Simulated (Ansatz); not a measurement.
Ansatz (a program for electronic structure) input:

Ansatz 0.2 input:
```yaml
crystal:
  lattice:
    - [4.5911745046, 0.0, 0.0]
    - [0.0, 4.5911745046, 0.0]
    - [0.0, 0.0, 2.9390562508]
  atoms:
    - { symbol: Ti, position: [0.0, 0.0, 0.0] }
    - { symbol: Ti, position: [0.5, 0.5, 0.5] }
    - { symbol: O, position: [0.3044401914, 0.3044401914, 0.0] }
    - { symbol: O, position: [0.8044401914, 0.1955598086, 0.5] }
    - { symbol: O, position: [0.1955598086, 0.8044401914, 0.5] }
    - { symbol: O, position: [0.6955598086, 0.6955598086, 0.0] }
kpoints:
  mp_grid: { grid: [6, 6, 9] }
hamiltonian:
  xc: pbesol
  pseudopotentials: { kind: paw }
scf:
  occupations: { method: fixed }
elastic: { mode: relaxed_ion, stencil: two_point, amplitude: 0.005, f_tol: 0.0005 }
```

Output (shortened):

```
Pseudopotential: Ti, paw, valence charge 12
Pseudopotential: O, paw, valence charge 6
Functional definition: PBEsol
Crystal: 6 atoms, lattice volume = 61.952 Å³
Basis set: ecut = 420 eV, 1185 PW (Γ), exchange–correlation on 64×64×40 points (8 copies of the dense FFT grid, shifted against one another)
Bands: 30, of which v1, the nominal top of the filled ones, is band 24 counted from 1 (23 counted from 0)
Symmetry: 16 space group operations
Space group: P42/mnm (ITA 136), of the structure as read, at distance tolerance 4.0e-5 Å
k-points: 50 of 324
SCF 1 converged in 12 iterations: F = -7199.607362 eV  dr2 = 3.76e-14
Crystal: 6 atoms, lattice volume = 61.642 Å³
Basis set: ecut = 420 eV, 1181 PW (Γ), exchange–correlation on 64×64×40 points (8 copies of the dense FFT grid, shifted against one another)
Symmetry: 8 space group operations
k-points: 80 of 324
SCF 2 converged in 11 iterations: F = -7199.605939 eV  dr2 = 7.94e-14
relax step   1: F+E_penalty+E_count = -7199.60593894 eV  Δ(F+E_penalty+E_count) = +0.000e0 eV  max|allowed force component| = 2.232e-2 eV/Å  Δτ_max = 0.0000 Å  (11 SCF iters, accepted)
Crystal: 6 atoms, lattice volume = 61.642 Å³
SCF 3 converged in 9 iterations: F = -7199.606028 eV  dr2 = 1.75e-14
relax step   2: F+E_penalty+E_count = -7199.60602831 eV  Δ(F+E_penalty+E_count) = -8.937e-5 eV  max|allowed force component| = 1.421e-2 eV/Å  Δτ_max = 0.0019 Å  (9 SCF iters, accepted)
Crystal: 6 atoms, lattice volume = 61.642 Å³
SCF 4 converged in 10 iterations: F = -7199.606124 eV  dr2 = 1.21e-14
relax step   3: F+E_penalty+E_count = -7199.60612364 eV  Δ(F+E_penalty+E_count) = -9.533e-5 eV  max|allowed force component| = 2.048e-4 eV/Å  Δτ_max = 0.0060 Å  (10 SCF iters, accepted)
Crystal: 6 atoms, lattice volume = 61.642 Å³
SCF 5 converged in 10 iterations: F = -7199.606124 eV  dr2 = 3.19e-16
Crystal: 6 atoms, lattice volume = 62.262 Å³
Basis set: ecut = 420 eV, 1193 PW (Γ), exchange–correlation on 64×64×40 points (8 copies of the dense FFT grid, shifted against one another)
SCF 6 converged in 11 iterations: F = -7199.605787 eV  dr2 = 2.36e-14
relax step   1: F+E_penalty+E_count = -7199.60578675 eV  Δ(F+E_penalty+E_count) = +0.000e0 eV  max|allowed force component| = 2.291e-2 eV/Å  Δτ_max = 0.0000 Å  (11 SCF iters, accepted)
Crystal: 6 atoms, lattice volume = 62.262 Å³
SCF 7 converged in 10 iterations: F = -7199.605959 eV  dr2 = 1.42e-14
relax step   2: F+E_penalty+E_count = -7199.60595879 eV  Δ(F+E_penalty+E_count) = -1.720e-4 eV  max|allowed force component| = 1.035e-3 eV/Å  Δτ_max = 0.0078 Å  (10 SCF iters, accepted)
Crystal: 6 atoms, lattice volume = 62.262 Å³
SCF 8 converged in 8 iterations: F = -7199.605961 eV  dr2 = 8.19e-14
relax step   3: F+E_penalty+E_count = -7199.60596073 eV  Δ(F+E_penalty+E_count) = -1.945e-6 eV  max|allowed force component| = 5.824e-5 eV/Å  Δτ_max = 0.0009 Å  (8 SCF iters, accepted)
Crystal: 6 atoms, lattice volume = 62.262 Å³
SCF 9 converged in 10 iterations: F = -7199.605961 eV  dr2 = 4.71e-16
Crystal: 6 atoms, lattice volume = 61.642 Å³
Basis set: ecut = 420 eV, 1177 PW (Γ), exchange–correlation on 64×64×40 points (8 copies of the dense FFT grid, shifted against one another)
SCF 10 converged in 11 iterations: F = -7199.604810 eV  dr2 = 5.73e-14
relax step   1: F+E_penalty+E_count = -7199.60481037 eV  Δ(F+E_penalty+E_count) = +0.000e0 eV  max|allowed force component| = 2.177e-2 eV/Å  Δτ_max = 0.0000 Å  (11 SCF iters, accepted)
Crystal: 6 atoms, lattice volume = 61.642 Å³
SCF 11 converged in 9 iterations: F = -7199.604870 eV  dr2 = 1.07e-14
relax step   2: F+E_penalty+E_count = -7199.60486958 eV  Δ(F+E_penalty+E_count) = -5.922e-5 eV  max|allowed force component| = 1.282e-2 eV/Å  Δτ_max = 0.0006 Å  (9 SCF iters, accepted)
Crystal: 6 atoms, lattice volume = 61.642 Å³
SCF 12 converged in 9 iterations: F = -7199.604901 eV  dr2 = 5.71e-14
relax step   3: F+E_penalty+E_count = -7199.60490110 eV  Δ(F+E_penalty+E_count) = -3.152e-5 eV  max|allowed force component| = 3.040e-5 eV/Å  Δτ_max = 0.0009 Å  (9 SCF iters, accepted)
Crystal: 6 atoms, lattice volume = 61.642 Å³
SCF 13 converged in 10 iterations: F = -7199.604901 eV  dr2 = 1.54e-16
Crystal: 6 atoms, lattice volume = 62.262 Å³
Basis set: ecut = 420 eV, 1217 PW (Γ), exchange–correlation on 64×64×40 points (8 copies of the dense FFT grid, shifted against one another)
SCF 14 converged in 11 iterations: F = -7199.604737 eV  dr2 = 3.98e-14
relax step   1: F+E_penalty+E_count = -7199.60473744 eV  Δ(F+E_penalty+E_count) = +0.000e0 eV  max|allowed force component| = 1.940e-2 eV/Å  Δτ_max = 0.0000 Å  (11 SCF iters, accepted)
Crystal: 6 atoms, lattice volume = 62.262 Å³
SCF 15 converged in 9 iterations: F = -7199.604813 eV  dr2 = 3.27e-14
relax step   2: F+E_penalty+E_count = -7199.60481261 eV  Δ(F+E_penalty+E_count) = -7.517e-5 eV  max|allowed force component| = 7.794e-4 eV/Å  Δτ_max = 0.0013 Å  (9 SCF iters, accepted)
Crystal: 6 atoms, lattice volume = 62.262 Å³
SCF 16 converged in 8 iterations: F = -7199.604813 eV  dr2 = 2.28e-14
relax step   3: F+E_penalty+E_count = -7199.60481273 eV  Δ(F+E_penalty+E_count) = -1.211e-7 eV  max|allowed force component| = 1.728e-6 eV/Å  Δτ_max = 0.0001 Å  (8 SCF iters, accepted)
Crystal: 6 atoms, lattice volume = 62.262 Å³
SCF 17 converged in 10 iterations: F = -7199.604813 eV  dr2 = 6.74e-16
Crystal: 6 atoms, lattice volume = 61.952 Å³
Basis set: ecut = 420 eV, 1191 PW (Γ), exchange–correlation on 64×64×40 points (8 copies of the dense FFT grid, shifted against one another)
Symmetry: 4 space group operations
k-points: 112 of 324
SCF 18 converged in 10 iterations: F = -7199.606565 eV  dr2 = 2.33e-14
relax step   1: F+E_penalty+E_count = -7199.60656531 eV  Δ(F+E_penalty+E_count) = +0.000e0 eV  max|allowed force component| = 2.715e-2 eV/Å  Δτ_max = 0.0000 Å  (10 SCF iters, accepted)
Crystal: 6 atoms, lattice volume = 61.952 Å³
SCF 19 converged in 8 iterations: F = -7199.606636 eV  dr2 = 4.28e-14
relax step   2: F+E_penalty+E_count = -7199.60663586 eV  Δ(F+E_penalty+E_count) = -7.055e-5 eV  max|allowed force component| = 1.794e-2 eV/Å  Δτ_max = 0.0008 Å  (8 SCF iters, accepted)
Crystal: 6 atoms, lattice volume = 61.952 Å³
SCF 20 converged in 9 iterations: F = -7199.606690 eV  dr2 = 1.19e-14
relax step   3: F+E_penalty+E_count = -7199.60669050 eV  Δ(F+E_penalty+E_count) = -5.463e-5 eV  max|allowed force component| = 1.118e-4 eV/Å  Δτ_max = 0.0015 Å  (9 SCF iters, accepted)
Crystal: 6 atoms, lattice volume = 61.952 Å³
SCF 21 converged in 10 iterations: F = -7199.606690 eV  dr2 = 3.12e-16
Crystal: 6 atoms, lattice volume = 61.952 Å³
SCF 22 converged in 10 iterations: F = -7199.606565 eV  dr2 = 2.29e-14
relax step   1: F+E_penalty+E_count = -7199.60656531 eV  Δ(F+E_penalty+E_count) = +0.000e0 eV  max|allowed force component| = 2.715e-2 eV/Å  Δτ_max = 0.0000 Å  (10 SCF iters, accepted)
Crystal: 6 atoms, lattice volume = 61.952 Å³
SCF 23 converged in 9 iterations: F = -7199.606690 eV  dr2 = 1.62e-14
relax step   2: F+E_penalty+E_count = -7199.60669041 eV  Δ(F+E_penalty+E_count) = -1.251e-4 eV  max|allowed force component| = 6.786e-4 eV/Å  Δτ_max = 0.0023 Å  (9 SCF iters, accepted)
Crystal: 6 atoms, lattice volume = 61.952 Å³
SCF 24 converged in 8 iterations: F = -7199.606690 eV  dr2 = 2.69e-14
relax step   3: F+E_penalty+E_count = -7199.60669049 eV  Δ(F+E_penalty+E_count) = -7.468e-8 eV  max|allowed force component| = 2.218e-4 eV/Å  Δτ_max = 0.0001 Å  (8 SCF iters, accepted)
Crystal: 6 atoms, lattice volume = 61.952 Å³
SCF 25 converged in 10 iterations: F = -7199.606690 eV  dr2 = 4.42e-16
Crystal: 6 atoms, lattice volume = 61.952 Å³
k-points: 65 of 324
SCF 26 converged in 13 iterations: F = -7199.606206 eV  dr2 = 7.01e-14
relax step   1: F+E_penalty+E_count = -7199.60620566 eV  Δ(F+E_penalty+E_count) = +0.000e0 eV  max|allowed force component| = 6.162e-3 eV/Å  Δτ_max = 0.0000 Å  (13 SCF iters, accepted)
Crystal: 6 atoms, lattice volume = 61.952 Å³
SCF 27 converged in 9 iterations: F = -7199.606209 eV  dr2 = 2.42e-14
relax step   2: F+E_penalty+E_count = -7199.60620919 eV  Δ(F+E_penalty+E_count) = -3.531e-6 eV  max|allowed force component| = 1.711e-3 eV/Å  Δτ_max = 0.0002 Å  (9 SCF iters, accepted)
Crystal: 6 atoms, lattice volume = 61.952 Å³
SCF 28 converged in 8 iterations: F = -7199.606209 eV  dr2 = 6.97e-14
relax step   3: F+E_penalty+E_count = -7199.60620947 eV  Δ(F+E_penalty+E_count) = -2.813e-7 eV  max|allowed force component| = 2.404e-5 eV/Å  Δτ_max = 0.0001 Å  (8 SCF iters, accepted)
Crystal: 6 atoms, lattice volume = 61.952 Å³
SCF 29 converged in 10 iterations: F = -7199.606209 eV  dr2 = 6.38e-16
Crystal: 6 atoms, lattice volume = 61.952 Å³
SCF 30 converged in 13 iterations: F = -7199.606206 eV  dr2 = 6.95e-14
relax step   1: F+E_penalty+E_count = -7199.60620566 eV  Δ(F+E_penalty+E_count) = +0.000e0 eV  max|allowed force component| = 6.162e-3 eV/Å  Δτ_max = 0.0000 Å  (13 SCF iters, accepted)
Crystal: 6 atoms, lattice volume = 61.952 Å³
SCF 31 converged in 9 iterations: F = -7199.606209 eV  dr2 = 4.35e-14
relax step   2: F+E_penalty+E_count = -7199.60620947 eV  Δ(F+E_penalty+E_count) = -3.812e-6 eV  max|allowed force component| = 5.382e-5 eV/Å  Δτ_max = 0.0002 Å  (9 SCF iters, accepted)
Crystal: 6 atoms, lattice volume = 61.952 Å³
SCF 32 converged in 10 iterations: F = -7199.606209 eV  dr2 = 3.14e-16
SCF converged after 12 iterations
Free energy (F): -7199.607362 eV
Harris-Foulkes:  -7199.607362 eV  (|F-HF|=2.73e-12)
Internal energy: -7199.607362 eV  (E = F + TS)
E sigma→0 (E₀):  -7199.607362 eV
Fermi energy:    9.117961 eV
--- Per-component energies (eV) ---
  E_band       = -388.986193
  E_kinetic    = 1244.335040
  E_local      = -3071.294225  (includes V_loc(G=0)·N_el)
  E_nonlocal   = 200.170309
  E_hartree    = 1166.292277
  E_xc         = -487.100309
  E_vxc        = -620.062565  (∫ρ·V_xc dr)
  E_paw        = -2648.709371  (= ΣΔE_a)
  E_vpaw       = -474.729378  (= ΣTr[D̂ρ^β])
  E_aug_tail   = 0.010070  (compensation charges beyond the density's cutoff)
  E_ewald      = -3603.731074
  E_core_change = 0.419920  (= ΣΔE_core)
  E_smearing   =  0.000000  (= −TS)
  E_closure    =  0.000000  (closes the sum)
  Σ components = -7199.607362   (vs F -7199.607362, Δ=0.00e0)
--- Forces (eV/Å), atoms counted from 1 ---
  atom   1  Ti     0.00000000     0.00000000     0.00000000
  atom   2  Ti     0.00000000     0.00000000     0.00000000
  atom   3  O     -0.00011372    -0.00011372     0.00000000
  atom   4  O     -0.00011372     0.00011372     0.00000000
  atom   5  O      0.00011372    -0.00011372     0.00000000
  atom   6  O      0.00011372     0.00011372     0.00000000
  max |Σ_I F_I| component: 2.17e-19 eV/Å
--- Stress (GPa, compression-positive) ---
        0.003767       0.000000       0.000000
        0.000000       0.003767       0.000000
        0.000000       0.000000      -0.005757
  P = ⅓ Tr σ = 0.0006 GPa (0.006 kbar)
--- Band table (eV; the first three rows and the last of 50) ---
  k-point 0: bands = ["-47.4422", "-47.4239", "-23.8871", "-23.8871", "-23.7113", "-23.7113", "-23.6685", "-23.6320", "-9.0585", "-7.8505", "-7.0776", "-7.0776", "3.2539", "3.6910", "4.0724", "5.2747", "5.2747", "6.5139", "6.5139", "7.1579", "8.4394", …
  k-point 1: bands = ["-47.4364", "-47.4192", "-23.8721", "-23.8721", "-23.7268", "-23.7084", "-23.7084", "-23.6934", "-8.9228", "-7.7717", "-7.1423", "-7.1423", "3.4402", "3.8327", "4.2180", "5.1139", "5.1139", "6.7686", "6.7855", "6.7855", "7.9091", …
  k-point 2: bands = ["-47.4214", "-47.4073", "-23.8715", "-23.8460", "-23.8329", "-23.8329", "-23.7023", "-23.7023", "-8.5609", "-7.5867", "-7.3056", "-7.3056", "3.9341", "4.1944", "4.6460", "4.9530", "4.9530", "5.9560", "6.8824", "7.2295", "7.2295", …
  k-point 49: bands = ["-47.3889", "-47.3889", "-24.1274", "-24.1274", "-23.7467", "-23.7467", "-23.7066", "-23.7066", "-7.7066", "-7.7066", "-7.4299", "-7.4299", "4.2892", "4.2892", "4.4995", "4.4995", "5.5598", "5.5598", "6.3994", "6.3994", "7.7741", …
--- Elastic constants: 4 strain directions × 2 members + reference (group order 16) ---
  dense FFT box of the reference and of every strained cell: 32×32×20
  strains applied: 11, 33, 23, 12; error gains …
  C = ∂σ_k/∂η_j (tension-positive GPa; Voigt order 11 22 33 23 13 12):
       277.972    195.445    162.139      0.000      0.000      0.000
       195.445    277.972    162.139      0.000      0.000      0.000
       161.950    161.950    499.941      0.000      0.000      0.000
         0.000      0.000      0.000    120.017      0.000      0.000
         0.000      0.000      0.000      0.000    120.017      0.000
         0.000      0.000      0.000      0.000      0.000    229.180
  reference stress σ⁰ (GPa):     -0.004     -0.004      0.006      0.000      0.000      0.000
  moduli (Voigt/Reuss/Hill, GPa): K = 232.77/223.20/227.98   G = 129.60/94.61/112.11   E = 288.96   ν = 0.289
  mechanically stable: yes (min eigenvalue of sym C = 82.53 GPa)
  strain η (Voigt 11):  stress-route row diagonal C_11 = 277.97 GPa, energy-path curvature d²(F+E_count+ΔE)/dδ²/Ω₀ = 277.26 GPa
         δ    σ_11 (GPa)             F (eV)   n_scf  n_hpsi   n_pw
    -5.000e-3      -1.3992       -7199.6061236      10   43204   1230   relax 3 steps, max|allowed force component| 2.05e-4 eV/Å
     5.000e-3       1.3805       -7199.6059607      10   43330   1246   relax 3 steps, max|allowed force component| 5.82e-5 eV/Å
  strain η (Voigt 33):  stress-route row diagonal C_33 = 499.94 GPa, energy-path curvature d²(F+E_count+ΔE)/dδ²/Ω₀ = 499.15 GPa
         δ    σ_33 (GPa)             F (eV)   n_scf  n_hpsi   n_pw
    -5.000e-3      -2.5310       -7199.6049011      10   26604   1234   relax 3 steps, max|allowed force component| 3.04e-5 eV/Å
     5.000e-3       2.4684       -7199.6048127      10   27003   1246   relax 3 steps, max|allowed force component| 1.73e-6 eV/Å
  strain η (Voigt 23):  stress-route row diagonal C_44 = 120.02 GPa, energy-path curvature d²(F+E_count+ΔE)/dδ²/Ω₀ = 120.04 GPa
         δ    σ_23 (GPa)             F (eV)   n_scf  n_hpsi   n_pw
    -5.000e-3      -0.6001       -7199.6066905      10   60599   1242   relax 3 steps, max|allowed force component| 1.12e-4 eV/Å
     5.000e-3       0.6001       -7199.6066905      10   60627   1242   relax 3 steps, max|allowed force component| 2.22e-4 eV/Å
  strain η (Voigt 12):  stress-route row diagonal C_66 = 229.18 GPa, energy-path curvature d²(F+E_count+ΔE)/dδ²/Ω₀ = 228.99 GPa
         δ    σ_12 (GPa)             F (eV)   n_scf  n_hpsi   n_pw
    -5.000e-3      -1.1459       -7199.6062095      10   35365   1238   relax 3 steps, max|allowed force component| 2.40e-5 eV/Å
     5.000e-3       1.1459       -7199.6062095      10   35162   1238   relax 2 steps, max|allowed force component| 5.38e-5 eV/Å
```

Cost: around 4 core-minutes (rough) on shared cores.

Space group P4_2/mnm (rutile). Symmetry was held in the PBEsol relaxation. The run is not spin-polarised.

Potentials: the later of the program's two PAW sets.

Ansatz is a plane-wave DFT program.
